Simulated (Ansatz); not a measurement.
Mo$_{3}$Pt (A15 (Cr3Si type), Pm-3n), a = b = c = 4.9849 Å, α = β = γ = 90.00°.

Relaxed with r²SCAN.

**Question.** Tabulate the valence density and the electron localisation function along the shortest Mo–Mo contact (2.49 Å), r²SCAN (plane waves, PAW; program Ansatz).

**Answer.** 

```
distance from Mo (Å)  density (e/Å³)   ELF
--------------------  --------------  ----
0.25                            6.50  0.50
0.37                            6.17  0.67
0.50                            5.15  0.74
0.62                            3.71  0.74
0.75                            2.34  0.66
0.87                            1.35  0.51
1.00                            0.83  0.37
1.12                            0.63  0.32
1.25                            0.57  0.31
1.37                            0.63  0.32
1.50                            0.83  0.37
1.62                            1.35  0.51
1.74                            2.34  0.66
1.87                            3.71  0.74
1.99                            5.15  0.74
2.12                            6.17  0.67
2.24                            6.50  0.50
```

The density is the valence pseudo-density with augmentation charge, so density and ELF within about 1 Å of a nucleus are not all-electron values.

The workflow started from an entry of the Crystallography Open Database (COD). Its standing as an ambient phase is unchecked. Symmetry was held in the r²SCAN relaxation; its stability against distortions is not shown here. No spin polarisation was allowed. Scalar-relativistic: spin–orbit coupling is off unless named, which matters more the heavier the elements.

Potentials: the later of the program's two PAW sets.
